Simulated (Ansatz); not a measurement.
# ReBi (NiAs-type structure)

Method: PBE, scalar-relativistic; no spin polarisation; PAW, 420 eV, Γ-centred 10×10×6 mesh, 0.05 eV Gaussian smearing; code Ansatz. The datasets are Ansatz's generated set soft_2.

```yaml
crystal:
  lattice:
    - [4.56124, 0.00000, 0.00000]
    - [-2.28062, 3.95015, 0.00000]
    - [0.00000, 0.00000, 5.05343]
  atoms:
    - { symbol: Re, position: [0.00000, 0.00000, 0.00000] }
    - { symbol: Re, position: [0.00000, 0.00000, 0.50000] }
    - { symbol: Bi, position: [0.33333, 0.66667, 0.25000] }
    - { symbol: Bi, position: [0.66667, 0.33333, 0.75000] }
```

The structure was built from a prototype; whether the compound forms in it isn't claimed.

The cell above was scaled in volume, and shape and atoms were relaxed at each volume within its symmetry. Energies are counted from the cell above.

The cell is relaxed to zero pressure at this level.

| V (Å³/atom) | ΔE (meV/atom) | P from the stress (GPa) |
| --- | --- | --- |
| 21.511 | 29.38 | 7.98 |
| 21.852 | 15.01 | 5.52 |
| 22.307 | 3.51 | 2.57 |
| 22.763 | 0.00 | 0.00 |
| 23.218 | 3.16 | -2.13 |
| 23.673 | 12.20 | -4.17 |
| 24.356 | 35.81 | -6.66 |
| 25.039 | 68.14 | -8.35 |

Do the energies and the pressures agree? Compare −ΔE/ΔV between neighbouring points (1 meV/Å³ = 0.1602 GPa) with the mean of their pressures.

```tsv
interval (Å³/atom)	−ΔE/ΔV (GPa)	mean P (GPa)
21.51 to 21.85	6.7	6.7
21.85 to 22.31	4.0	4.0
22.31 to 22.76	1.2	1.3
22.76 to 23.22	-1.1	-1.1
23.22 to 23.67	-3.2	-3.1
23.67 to 24.36	-5.5	-5.4
24.36 to 25.04	-7.6	-7.5
```
They differ by 0.13 GPa at most.

What do the two routes give for V0, B0 and B0′?

A third-order Birch–Murnaghan fit of the energies: V0 = 22.76 Å³/atom, B0 = 120 GPa, B0′ = 6.0. A polynomial of P in ln V, with B = −dP/d ln V at P = 0: V0 = 22.77 Å³/atom, B0 = 121 GPa, B0′ = 5.7.

B0·V0 = 120.2 GPa × 22.76 Å³ = 17.07 eV/atom sets the scale: near the minimum ΔE ≈ ½ B0 V0 x², with x = V/V0 − 1, and a pressure of 1.2 GPa squeezes the volume by about 1 %. At the ends of the curve: x = −5.5 % predicts 25.8 meV/atom and the run gives 29.4; x = +10.0 % predicts 85.3 meV/atom and the run gives 68.1. The lopsidedness is anharmonic: atoms resist being pushed together more than being pulled apart.

These numbers lack spin–orbit coupling. The run is a metal.
